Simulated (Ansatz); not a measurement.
B2Ir in space group P6/mmm (No. 191; Ir on 1a, B on 2d), the program Ansatz at the PBE level (PAW), all energies at zero smearing, with the estimated change up to a 700 eV cutoff added, with one set of potentials and settings (totals compare only within such a set). Cell of 3 atoms (1 Ir, 2 B): -12247.137 eV.

```tsv
element	reference phase	E (eV/atom)
Ir	Fm-3m, 1 atoms in the cell	-11936.8363
B	R-3m, 12 atoms in the cell	-155.9170
```

Formation energy per atom, worked out: (-12247.137 − 1×(-11936.8363) − 2×(-155.9170))/3 = 0.511 eV/atom (49 kJ per mol of atoms), at 0 K, without zero-point energy or fitted corrections.

The cell is a constructed one: a structure type filled with these elements; neither database checked (COD, Materials Project) lists it. Its standing as an ambient phase is unchecked. The PBE relaxation kept the symmetry of its start; its stability against distortions is not shown here. The run is not spin-polarised. The references are the lowest solids computed at this level, not always the standard phases. Scalar-relativistic: spin–orbit coupling is off unless named, which matters more the heavier the elements.

Potentials: the earlier of the program's two PAW sets.
